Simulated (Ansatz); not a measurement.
SrScO₂F in space group P4/mmm (No. 123; Sr on 1d, Sc on 1a, O on 2f, F on 1b) under volume change, plane-wave PAW r²SCAN (Ansatz code), shape and atoms relaxed at each volume.

```csv
V (Å³/atom),E − E(relaxed) (meV/atom),P (GPa)
12.448,53.8,15.23
12.859,22.6,9.31
13.269,5.3,4.28
13.680,0.0,0.00
14.090,4.8,-3.65
14.500,18.2,-6.76
14.911,39.0,-9.40
```

What does a third-order Birch–Murnaghan fit give for V₀, B₀ and B′?

V₀ = 13.68 Å³/atom, B₀ = 132 GPa, B′ = 4.3.

The start of the workflow was typed in or built on a structure type; neither database checked (COD, Materials Project) lists it. Its standing as an ambient phase is unchecked. The cell was relaxed with r²SCAN under the symmetry of its start; its stability against distortions is not shown here. The run is not spin-polarised. The volume moved by -16 % from the start of the relaxation.

Potentials: the earlier of the program's two PAW sets.
